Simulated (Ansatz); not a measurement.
**WSe: magnetovolume behaviour**

Computed with DFT PBE+U, scalar-relativistic, plane waves, PAW (Ansatz).

```yaml
crystal:
  lattice:
    - [0.00000, 2.87100, 2.87100]
    - [2.87100, 0.00000, 2.87100]
    - [2.87100, 2.87100, 0.00000]
  atoms:
    - { symbol: W, position: [0.00000, 0.00000, 0.00000] }
    - { symbol: Se, position: [0.50000, 0.50000, 0.50000] }
```

```json
{"plane-wave cutoff": "420 eV", "Γ-centred k-mesh": "12×12×12", "occupation rule": "Gaussian smearing, 0.1 eV", "U_eff on Löwdin-orthogonalised atomic d orbitals": "W 6.2 eV", "list of starting moments (μB, in atom order)": "1 0", "check for lower electronic states after the SCF": "on"}
```

The cell is scaled evenly at fixed fractional positions, V₀ being the volume of the cell shown; start: ferromagnetic. The states are those that the runs reached from these starts; a lower one can exist. Energies are extrapolated to zero smearing.

Site moments are spin moments in atom-centred spheres that scale with the neighbour distance.

| V/V₀ | E above lowest (meV/atom) | P (GPa) | cell moment (μB) | site moments (μB) |
| --- | --- | --- | --- | --- |
| 0.800 | 320.3 | 27.0 | 4.00 | W +2.84, Se -0.06 |
| 0.920 | 39.3 | 7.2 | 4.00 | W +3.06, Se -0.17 |
| 0.960 | 9.1 | 3.2 | 4.00 | W +3.13, Se -0.21 |
| 1.000 | 0.0 | 0.0 | 4.00 | W +3.19, Se -0.24 |
| 1.040 | 7.7 | -2.5 | 4.00 | W +3.25, Se -0.27 |
| 1.100 | 43.3 | -5.4 | 4.00 | W +3.34, Se -0.32 |
| 1.180 | 122.4 | -7.8 | 4.00 | W +3.45, Se -0.38 |

1 further run of this set didn't finish or converge.

Cost: 7 runs of about 9.5 core-minutes in all, on Arm Neoverse V2 (shared hosts).